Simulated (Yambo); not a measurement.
Yambo run on Rb$_{3}$AlF$_{6}$ (space group Fm-3m, No. 225). The wavefunctions come from this Quantum ESPRESSO step (PBEsol, PseudoDojo standard norm-conserving files, scalar-relativistic):

```
&CONTROL
  calculation = 'nscf'
  pseudo_dir = './pseudo'
  outdir = './out'
/
&SYSTEM
  ibrav = 0
  nat = 10
  ntyp = 3
  ecutwfc = 84.0
  ecutrho = 336.0
  occupations = 'fixed'
  force_symmorphic = .true.
  nbnd = 325
/
&ELECTRONS
  conv_thr = 1e-08
  diago_full_acc = .true.
  diago_thr_init = 1e-08
/
ATOMIC_SPECIES
F 18.9984 F.upf
Al 26.9815 Al.upf
Rb 85.4678 Rb.upf
CELL_PARAMETERS angstrom
  0.000000000000   4.422310000000   4.422310000000
  4.422310000000   0.000000000000   4.422310000000
  4.422310000000   4.422310000000   0.000000000000
ATOMIC_POSITIONS crystal
F   0.795160000000   0.204840000000   0.204840000000
F   0.204840000000   0.795160000000   0.795160000000
F   0.204840000000   0.795160000000   0.204840000000
F   0.795160000000   0.204840000000   0.795160000000
F   0.204840000000   0.204840000000   0.795160000000
F   0.795160000000   0.795160000000   0.204840000000
Al   0.000000000000   0.000000000000   0.000000000000
Rb   0.750000000000   0.750000000000   0.750000000000
Rb   0.250000000000   0.250000000000   0.250000000000
Rb   0.500000000000   0.500000000000   0.500000000000
K_POINTS automatic
2 2 2 0 0 0
```

Yambo input:

```
rim_cut
gw0
dyson
el_el_corr
HF_and_locXC
ppa
em1d
RandQpts= 1000000
RandGvec= 1 Ry
EXXRLvcs= 84 Ry
VXCRLvcs= 336 Ry
Chimod= "HARTREE"
% BndsRnXp
 1 | 324 |
%
NGsBlkXp= 8 Ry
% LongDrXp
 1.0 | 1.0 | 1.0 |
%
PPAPntXp= 27.2114 eV
% GbndRnge
 1 | 324 |
%
GTermKind= "BG"
DysSolver= "n"
ExtendOut
% QPkrange
 1 | 1 | 36 | 37 |
 2 | 2 | 36 | 37 |
 3 | 3 | 36 | 37 |
%
```

k points by index: 1 = Γ, 2 = L, 3 = X.

Resulting energies as the program prints them:

```
#    K-point    Band    Eo [eV]    E [eV]    E-Eo [eV]    Vxc [eV]    Vnlxc [eV]    Sc|Eo [eV]    Sc|E [eV]    dSc/dw|Eo [eV]    Re(Z)    Im(Z)
#
    1    36    0.000000    -2.620627    -2.620627    -22.51725    -30.38227    4.667002    5.244392    -5.995055    0.819460    -0.001052
    1    37    6.308592    7.517831    1.209239    -8.599863    -4.320198    -2.934538    -3.070426    -3.057721    0.898982    -0.573032E-3
    2    36    -0.066351    -2.699890    -2.633539    -22.34101    -30.20606    4.652279    5.231504    -5.984622    0.819717    -0.001066
    2    37    8.268045    9.670217    1.402172    -9.824464    -5.428302    -2.824537    -2.993990    -3.288364    0.892183    -0.615726E-3
    3    36    -0.010434    -2.628571    -2.618137    -22.47876    -30.33326    4.659960    5.236360    -5.990472    0.819573    -0.001052
    3    37    8.458731    9.898161    1.439430    -9.812911    -5.429096    -2.770244    -2.944385    -3.291880    0.892081    -0.608832E-3
```
(The two width columns are left out.) Convergence of these settings isn't established.

Geometry of the Materials Project entry, not relaxed at this level.

The structure is a Materials Project entry; no match was found in the copy of COD used, and its stability was not checked.
